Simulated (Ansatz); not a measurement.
# Cu under strain

All numbers below come from DFT PBEsol, scalar-relativistic, plane waves, PAW in Ansatz 0.2.0. Settings: 420 eV cutoff, 24×24×12 k-mesh, Gaussian smearing of 0.10 eV, no spin polarisation.

The relaxed crystal:

```xyz
2
Lattice="2.5206 0.0000 0.0000 -1.2603 2.1829 0.0000 0.0000 0.0000 4.1165" Properties=species:S:1:pos:R:3 pbc="T T T"
Cu    0.0000    1.4553    1.0291
Cu    1.2603    0.7276    3.0874
```

Deformation: c alone is stretched, the rest of the cell is held and the atoms relax, all within the symmetry that the strain leaves. Energies are extrapolated to zero smearing. On this cell's mesh the reference holds a stress of up to 0.44 GPa.

Q: Give the structure at +6.0 %.

A:
```xyz
2
Lattice="2.5206 0.0000 0.0000 -1.2603 2.1829 0.0000 0.0000 0.0000 4.3635" Properties=species:S:1:pos:R:3 pbc="T T T"
Cu    0.0000    1.4553    1.0909
Cu    1.2603    0.7276    3.2726
```
Space group P6_3/mmc (194), 31.4 meV/atom over the relaxed crystal.

This form isn't the element's structure at ambient conditions.